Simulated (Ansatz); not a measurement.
Bulk modulus and its pressure derivative give the pressure that a small compression needs; a soft, simple solid makes a sensitive pressure gauge, a stiff one a good anvil or seat.

The yardstick is MgO. Hydrostatic compression by 5 % of the volume (V₀/V = 1.0526), no change of phase.

Levels of theory (Ansatz, a plane-wave PAW program): B₀, B₀′: r²SCAN, Birch–Murnaghan fit of energy against volume; volume per atom: r²SCAN, relaxed cell.

Runs started from generated or typed cells of the structure named: MgO. Whether these are the forms stable at ambient conditions was not checked: BaGaGeH (P3m1, hP4); K3NaS2O8 (P-3m1, hP14). No claim is made that these are known or stable phases: Mg2ZnO3 (P-3m1, hP6); MgZn2O3 (P-3m1, hP6). Spin–orbit coupling is left out unless named.

The figures follow from the printed values by these rules: linear estimate = B₀ × compression; P = (B₀/B₀′)[(V₀/V)^B₀′ − 1]; modulus under load = B₀ + B₀′P; relative pressure = P/P_ref.

| crystal | B₀ (GPa) | B₀′ | V (Å³/atom) | linear estimate (GPa) | Murnaghan pressure (GPa) | modulus there (GPa) | pressure (relative) |
|---|---|---|---|---|---|---|---|
| Mg2ZnO3 (P-3m1, hP6) | 175 | 4.2 | 9.44 | 8.8 | 10.01 | 217 | 0.58 |
| MgO (rock salt), reference | 167 | 4.1 | 9.29 | 8.4 | 9.527 | 206 | 1.00 |
| MgZn2O3 (P-3m1, hP6) | 183 | 4.3 | 9.58 | 9.2 | 10.50 | 228 | 1.10 |
| BaGaGeH (P3m1, hP4) | 47.7 | 4.2 | 21.27 | 2.4 | 2.728 | 59.2 | 0.29 |
| K3NaS2O8 (P-3m1, hP14) | 38.0 | 5.3 | 14.45 | 1.9 | 2.238 | 49.9 | 0.23 |

### Question
Check the column «pressure (relative)» against the rules: one row is wrong. Find and correct it.

### Answer
The row of Mg2ZnO3 (P-3m1, hP6) shows 0.58. From its own inputs, relative pressure: 10.01/9.527 = 1.05. The other rows agree with the rules.

With the correction: In order of relative pressure, highest first: MgZn2O3 (P-3m1, hP6) (1.10 ± 0.056) ≈ Mg2ZnO3 (P-3m1, hP6) (1.05 ± 0.054) ≈ MgO (1.00 ± 0.051), BaGaGeH (P3m1, hP4) (0.29 ± 0.015), K3NaS2O8 (P-3m1, hP14) (0.23 ± 0.012). The ± follows from allowances picked for this note (B₀ 5 %, B₀′ 0.4), carried to first order and added in quadrature, each row's own inputs moving alone; ≈ joins neighbours closer than their two ± added in quadrature.

B₀′ is the least certain number of such a fit, often by half a unit. Where several phases of a formula are at hand, those over 0.1 eV/atom above the lowest were not drawn (by r²SCAN where it compared them, else by the largest value; a layered or molecular lowest phase counts only with a dispersion term); other phases could lie lower still. Each row is the phase named, which need not be the stable one under ambient conditions. Rows were sampled with a lean to familiar crystals, related or not, whatever their agreement with measurement; tables with many equal figures were not kept. Limits of the draw: no layered crystals, B₀′ of 2 to 8; no unfamiliar magnets, and cubic perovskites only if shown or known to be stable. As a rule kept out of such tables: 4f compounds, open-shell compounds run without a Hubbard term, cells found unstable in the tests at hand, cells close to a higher symmetry, and runs set to a pressure or over 12 % in volume from the crystal's fullest run.
